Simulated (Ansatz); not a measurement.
Relaxation of a generated cell, ZrS2 placed in the pyrite structure type; 12 atoms in the cell, which starts as Pa-3 (No. 205), cP12; a = 6.173 Å, b = 6.173 Å, c = 6.173 Å, α = 90.00°, β = 90.00°, γ = 90.00°. Calculation: PBEsol (plane waves to 420 eV, PAW, scalar-relativistic; Ansatz, a program for electronic structure). Γ-centred k-mesh 3×3×3 on the run's cell (coarser than for final values), Fermi–Dirac smearing 0.05 eV. This is the first round of the run. 

The optimiser's lines from the output (shortened; P is positive under compression):

```
relax step   1: F+E_penalty+E_count = -23607.48478211 eV  Δ(F+E_penalty+E_count) = +0.000e0 eV  max|allowed force component| = 9.698e-1 eV/Å  Δτ_max = 0.0000 Å  P = +2.587 GPa  Ω = 235.192 Å³  (6 SCF iters, dr2 threshold 1.00e-7 eV, accepted)
relax step   2: F+E_penalty+E_count = -23608.59496399 eV  Δ(F+E_penalty+E_count) = -1.110e0 eV  max|allowed force component| = 5.664e-1 eV/Å  Δτ_max = 0.1026 Å  P = +2.226 GPa  Ω = 237.062 Å³  (6 SCF iters, dr2 threshold 1.20e-6 eV, accepted)
relax step   3: F+E_penalty+E_count = -23609.37714549 eV  Δ(F+E_penalty+E_count) = -7.822e-1 eV  max|allowed force component| = 2.053e-1 eV/Å  Δτ_max = 0.1464 Å  P = -0.550 GPa  Ω = 245.615 Å³  (6 SCF iters, dr2 threshold 1.20e-6 eV, accepted)
relax step   4: F+E_penalty+E_count = -23609.53894920 eV  Δ(F+E_penalty+E_count) = -1.618e-1 eV  max|allowed force component| = 4.338e-2 eV/Å  Δτ_max = 0.1692 Å  P = +0.483 GPa  Ω = 246.371 Å³  (6 SCF iters, dr2 threshold 1.20e-6 eV, accepted)
relax step   5: F+E_penalty+E_count = -23609.55140539 eV  Δ(F+E_penalty+E_count) = -1.246e-2 eV  max|allowed force component| = 1.475e-4 eV/Å  Δτ_max = 0.0375 Å  P = +0.037 GPa  Ω = 246.766 Å³  (5 SCF iters, dr2 threshold 5.83e-7 eV, accepted)
relax step   6: F+E_penalty+E_count = -23609.55140615 eV  Δ(F+E_penalty+E_count) = -7.615e-7 eV  max|allowed force component| = 5.590e-5 eV/Å  Δτ_max = 0.0001 Å  P = -0.004 GPa  Ω = 246.857 Å³  (5 SCF iters, dr2 threshold 3.41e-9 eV, accepted)
relax step   7: F+E_penalty+E_count = -23609.55274249 eV  Δ(F+E_penalty+E_count) = -1.336e-3 eV  max|allowed force component| = 8.403e-5 eV/Å  Δτ_max = 0.0000 Å  P = +0.001 GPa  Ω = 246.857 Å³  stress off target by 1.41e-3 GPa  SCF on the basis re-selected at this cell (its energy is not comparable with the rows above)  (5 SCF iters)
```

From the first to the last row the energy changes by -0.17 eV/atom and the volume by +5.0 %. The last row is marked as not comparable with the walk above it, whose basis was carried along; it does compare with step 1, since both stand on a basis selected at the nominal cutoff for their own cell.

Later rounds, restarted from the end of this one on a renewed k-mesh, logged 4 more steps and released under 0.01 eV/atom more. The final structure after all rounds: Pa-3 (No. 205), cP12; a = 6.272 Å, b = 6.272 Å, c = 6.272 Å, α = 90.00°, β = 90.00°, γ = 90.00°. Between re-selections the logged energies stand on a plane-wave basis carried along with the cell. No spin polarisation in the result.

The run could not lose the symmetry of its start, so the end can be a saddle point.

The relaxed structure here is a generated cell of ZrS2: the first start was made by placing the elements on the sites of a structure type, and the end was not matched to a known phase here, so it may be hypothetical. Known forms of ZrS2 include space group No. 164.
